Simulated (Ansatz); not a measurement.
## Al3Co2Ni (P4/mmm) at 2 levels of theory

One geometry, relaxed with PBE; plane waves with PAW potentials in Ansatz, scalar-relativistic. Collinear spin, ending at -0.7 μB a primitive cell. Gaps are the least over mesh and band path; pressure is positive in compression.

```xyz
6
Lattice="2.8749 0.0000 0.0000 0.0000 2.8749 0.0000 0.0000 0.0000 8.5684" Properties=species:S:1:pos:R:3 pbc="T T T"
Al    1.4374    1.4374    0.0000
Al    1.4374    1.4374    2.8292
Al    1.4374    1.4374    5.7392
Co    0.0000    0.0000    7.1358
Co    0.0000    0.0000    1.4326
Ni    0.0000    0.0000    4.2842
```

```csv
level,cutoff (eV),k mesh,gap (eV),pressure (GPa),largest moment (μB)
PBE,420,14×14×6,0,0.0,0.34
```

What comes out on the same cell with r2SCAN?

| level | cutoff (eV) | k mesh | gap (eV) | pressure (GPa) | largest moment (μB) |
| --- | --- | --- | --- | --- | --- |
| r2SCAN | 500 | 14×14×6 | 0 | -4.3 | 0.62 |

The state reached may not be the lowest one.

It was reached by relaxing an invented guess, and it needn't be the stable form of this composition.
